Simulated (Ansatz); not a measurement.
The end point of a relaxation of TaSi$_{2}$. All values below come from PBEsol (plane waves to 420 eV, PAW, scalar-relativistic; Ansatz, a first-principles code).

```xyz
9
Lattice="4.7588 0.0000 0.0000 -2.3794 4.1212 0.0000 0.0000 0.0000 6.5606" Properties=species:S:1:pos:R:3 pbc="T T T"
Ta     2.3794     0.0000     0.0000
Ta     1.1897     2.0606     2.1869
Ta    -1.1897     2.0606     4.3738
Si     0.0000     1.3133     0.0000
Si     3.6214     0.6567     2.1869
Si     1.2420     3.4645     4.3738
Si     2.3794     2.8079     0.0000
Si    -1.2420     3.4645     2.1869
Si     1.1374     0.6567     4.3738
```

Task: Determine the symmetry and give the standard cell with its independent sites.

Result: Space group P6₂22 (No. 180); a = b = 4.759 Å, c = 6.561 Å, α = β = 90.00°, γ = 120.00°

```csv
atom,site,symmetry,x,y,z
Ta,3c,222,0.5000,0.0000,0.0000
Si,6i,..2,0.1593,0.3187,0.0000
```

This is the AFLOW prototype AB2_hP9_180_d_j (C40, as in CrSi2).

Task: Give the shortest distances between elements (the closest pairs, up to four, under 3.6 Å).

Result: Si–Si 2.55 Å; Si–Ta 2.60 Å; Ta–Ta 3.23 Å.

Volume per atom: 14.30 Å³
Band gap: zero (metallic)

No spin polarisation in the result. The relaxed primitive cell holds an odd number of electrons. A magnetic state may lie lower.

The run could not lose the symmetry of its start; a randomly shaken copy of 9 atoms returns to this structure.

The first start was generated by placing the elements on the sites of a structure type. A measured structure of TaSi2 has the same space group, P6₂22 (No. 180); the sites were not compared with it. Another known form has space group No. 181.
